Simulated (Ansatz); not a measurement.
# Is this Ir₂Rh structure stable?

It was reached by relaxing an invented guess, and it needn't be the stable form of this composition.

Theory: Ansatz, DFT PBE, scalar-relativistic, plane waves, PAW. The final run on the 3-atom cell used 420 eV, a Γ-centred 18×18×8 mesh, 0.10 eV smearing and no spin polarisation.

```cif
data_structure
_symmetry_space_group_name_H-M 'P 1'
_symmetry_Int_Tables_number 1
_cell_length_a 2.7267
_cell_length_b 2.7267
_cell_length_c 6.6809
_cell_angle_alpha 90.000
_cell_angle_beta 90.000
_cell_angle_gamma 120.000
_cell_volume 43.02
loop_
_atom_site_label
_atom_site_type_symbol
_atom_site_fract_x
_atom_site_fract_y
_atom_site_fract_z
_atom_site_occupancy
Ir1 Ir 0.33333 0.66667 0.66616 1
Ir2 Ir 0.66667 0.33333 0.33384 1
Rh1 Rh 0.00000 0.00000 0.00000 1
```

The zero of energy is the elements' standard structures at the same level; no fitted shifts are applied.

Question: These tests were run: energy against the elements; phonons at Γ; elastic tensor. What do they show?

Answer:

```tsv
test	result
energy against the elements	−0.01 eV/atom
phonons at Γ	lowest optical mode 97 cm⁻¹
elastic tensor	least eigenvalue 150 GPa
```

It fails none of these tests outright. Other phases of the system weren't compared here, so this isn't yet thermodynamic stability. Phonons away from Γ weren't computed. Undecided within the accuracy: energy against the elements.

The k mesh leaves some 4 meV/atom of noise in the energy of each metallic cell. These runs have no spin–orbit coupling, which can matter for Ir. The run for the phonons used an 18×18×8 k mesh and Fermi–Dirac smearing of 0.15 eV. The run for the elastic tensor used an 18×18×8 k mesh and Fermi–Dirac smearing of 0.15 eV.
